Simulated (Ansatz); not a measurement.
Input file for Ansatz (an electronic-structure program):

Ansatz 0.2 input:
```yaml
crystal:
  lattice:
    - [4.1492415699, 0.0, 0.0]
    - [0.0, 4.1492415699, 0.0]
    - [0.0, 0.0, 4.1492415699]
  atoms:
    - { symbol: Ti, position: [0.0, 0.5, 0.5] }
    - { symbol: Ti, position: [0.5, 0.0, 0.5] }
    - { symbol: Ti, position: [0.5, 0.5, 0.0] }
    - { symbol: In, position: [0.0, 0.0, 0.0] }
    - { symbol: N, position: [0.5, 0.5, 0.5] }
kpoints:
  mp_grid: { grid: [21, 21, 21] }
hamiltonian:
  xc: pbesol
  pseudopotentials: { kind: paw }
scf:
  occupations: { method: fermi_dirac, width: 0.1 }
elastic: { mode: relaxed_ion, stencil: two_point, amplitude: 0.005, f_tol: 0.0005 }
```

Output (shortened):

```
Pseudopotential: Ti, paw, valence charge 12
Pseudopotential: In, paw, valence charge 13
Pseudopotential: N, paw, valence charge 5
Functional definition: PBEsol
Crystal: 5 atoms, lattice volume = 71.434 Å³
Basis set: ecut = 420 eV, 1365 PW (Γ), exchange–correlation on 60×60×60 points (8 copies of the dense FFT grid, shifted against one another)
Bands: 33, of which v1, the nominal top of the filled ones, is band 27 counted from 1 (26 counted from 0)
Symmetry: 48 space group operations
Space group: Pm-3m (ITA 221), of the structure as read, at distance tolerance 4.1e-5 Å
k-points: 286 of 9261
SCF 1 converged in 11 iterations: F = -13330.597447 eV  dr2 = 3.80e-14
Crystal: 5 atoms, lattice volume = 71.077 Å³
Basis set: ecut = 420 eV, 1357 PW (Γ), exchange–correlation on 60×60×60 points (8 copies of the dense FFT grid, shifted against one another)
Symmetry: 16 space group operations
k-points: 726 of 9261
SCF 2 converged in 10 iterations: F = -13330.595635 eV  dr2 = 5.15e-14
Crystal: 5 atoms, lattice volume = 71.791 Å³
SCF 3 converged in 9 iterations: F = -13330.597003 eV  dr2 = 3.45e-15
Crystal: 5 atoms, lattice volume = 71.434 Å³
Basis set: ecut = 420 eV, 1361 PW (Γ), exchange–correlation on 60×60×60 points (8 copies of the dense FFT grid, shifted against one another)
Symmetry: 8 space group operations
k-points: 1331 of 9261
SCF 4 converged in 9 iterations: F = -13330.597149 eV  dr2 = 9.84e-14
Crystal: 5 atoms, lattice volume = 71.434 Å³
SCF 5 converged in 8 iterations: F = -13330.597149 eV  dr2 = 3.46e-14
SCF converged after 11 iterations
Free energy (F): -13330.597447 eV
Harris-Foulkes:  -13330.597447 eV  (|F-HF|=3.64e-12)
Internal energy: -13330.430850 eV  (E = F + TS)
E sigma→0 (E₀):  -13330.514148 eV
Entropy (-TS):   -0.166597 eV (-33.319 meV/atom)
Fermi energy:    15.117444 eV
--- Per-component energies (eV) ---
  E_band       = -359.722846
  E_kinetic    = 1200.431075
  E_local      = -3355.640073  (includes V_loc(G=0)·N_el)
  E_nonlocal   = 440.777121
  E_hartree    = 1367.790510
  E_xc         = -568.200843
  E_vxc        = -547.319251  (∫ρ·V_xc dr)
  E_paw        = -7274.008701  (= ΣΔE_a)
  E_vpaw       = -833.553202  (= ΣTr[D̂ρ^β])
  E_aug_tail   = 0.000458  (compensation charges beyond the density's cutoff)
  E_ewald      = -5142.262552
  E_core_change = 0.682154  (= ΣΔE_core)
  E_smearing   = -0.166597  (= −TS)
  E_closure    = 0.000000  (closes the sum)
  Σ components = -13330.597447   (vs F -13330.597447, Δ=0.00e0)
--- Forces (eV/Å), atoms counted from 1 ---
  atom   1  Ti     0.00000000     0.00000000     0.00000000
  atom   2  Ti     0.00000000     0.00000000     0.00000000
  atom   3  Ti     0.00000000     0.00000000     0.00000000
  atom   4  In     0.00000000     0.00000000     0.00000000
  atom   5  N      0.00000000     0.00000000     0.00000000
  max |Σ_I F_I| component: 0.0 eV/Å
--- Stress (GPa, compression-positive) ---
        0.299720       0.000000       0.000000
        0.000000       0.299720       0.000000
        0.000000       0.000000       0.299720
  P = ⅓ Tr σ = 0.2997 GPa (2.997 kbar)
--- Band table (eV; the first three rows and the last of 286) ---
  k-point 0: bands = ["-41.7234", "-41.5993", "-41.5993", "-18.3237", "-18.3237", "-18.3237", "-18.0084", "-18.0084", "-18.0084", "-17.8646", "-17.8646", "-17.8646", "-1.0445", "0.6528", "0.6528", "0.6713", "0.6713", "0.6713", "6.8637", "11.2109", "11.2109", …
  k-point 1: bands = ["-41.7228", "-41.5999", "-41.5993", "-18.3222", "-18.3222", "-18.3216", "-18.0089", "-18.0089", "-18.0087", "-17.8678", "-17.8657", "-17.8657", "-1.0325", "0.6534", "0.6546", "0.6715", "0.6718", "0.6718", "6.8803", "11.1545", "11.1993", …
  k-point 2: bands = ["-41.7210", "-41.6018", "-41.5993", "-18.3179", "-18.3179", "-18.3156", "-18.0103", "-18.0103", "-18.0093", "-17.8771", "-17.8688", "-17.8688", "-0.9972", "0.6552", "0.6599", "0.6718", "0.6732", "0.6732", "6.9292", "10.9972", "11.1660", …
  k-point 285: bands = ["-41.6402", "-41.6395", "-41.6395", "-18.6398", "-18.2441", "-18.2438", "-18.2438", "-17.8668", "-17.8668", "-17.8659", "-17.8639", "-17.8639", "0.6342", "0.6389", "0.6389", "0.7488", "0.7714", "0.7714", "8.4667", "8.4679", "8.4679", …
--- Elastic constants: 2 strain directions × 2 members + reference (group order 48) ---
  dense FFT box of the reference and of every strained cell: 30×30×30
  strains applied: 11, 23; error gains: componentwise 1.00 (the most a stress slope's error grows in a printed constant), spectral 1.73 (1 for all six strains …
  C = ∂σ_k/∂η_j (tension-positive GPa; Voigt order 11 22 33 23 13 12):
       202.831    150.377    150.377      0.000      0.000      0.000
       150.377    202.831    150.377      0.000      0.000      0.000
       150.377    150.377    202.831      0.000      0.000      0.000
         0.000      0.000      0.000     53.237      0.000      0.000
         0.000      0.000      0.000      0.000     53.237      0.000
         0.000      0.000      0.000      0.000      0.000     53.237
  reference stress σ⁰ (GPa):     -0.300     -0.300     -0.300      0.000      0.000      0.000
  moduli (Voigt/Reuss/Hill, GPa): K = 167.86/167.86/167.86   G = 42.43/37.70/40.07   E = 111.35   ν = 0.389
  mechanically stable: yes (min eigenvalue of sym C = 52.45 GPa)
  strain η (Voigt 11):  stress-route row diagonal C_11 = 202.83 GPa, energy-path curvature d²(F+E_count+ΔE)/dδ²/Ω₀ = 202.58 GPa
         δ    σ_11 (GPa)             F (eV)   n_scf  n_hpsi   n_pw
    -5.000e-3      -1.3401      -13330.5956350      10  503647   1410   relax 0 steps, max|allowed force component| 0.0 eV/Å
     5.000e-3       0.6882      -13330.5970027       9  421703   1423   relax 0 steps, max|allowed force component| 0.0 eV/Å
  strain η (Voigt 23):  stress-route row diagonal C_44 = 53.24 GPa, energy-path curvature d²(F+E_count+ΔE)/dδ²/Ω₀ = 53.32 GPa
         δ    σ_23 (GPa)             F (eV)   n_scf  n_hpsi   n_pw
    -5.000e-3      -0.2662      -13330.5971487       9  852484   1415   relax 0 steps, max|allowed force component| 0.0 eV/Å
     5.000e-3       0.2662      -13330.5971487       8  783775   1415   relax 0 steps, max|allowed force component| 0.0 eV/Å
```

Cost: around 9 core-minutes (rough) on shared cores.

The first step of the workflow began from a Materials Project structure, measured or hypothetical; the Crystallography Open Database copy checked does not list it. Its standing as an ambient phase is unchecked. The cell was relaxed with PBEsol under the symmetry of its start; of distortions, only those at the zone centre were tested. No spin polarisation was allowed. As this level gives no gap, shear constants depend on the k-mesh and smearing (Fermi–Dirac, 0.1 eV here). Scalar-relativistic: spin–orbit coupling is off unless named, which matters more the heavier the elements.

Potentials: the later of the program's two PAW sets.

Ansatz is a plane-wave DFT program.
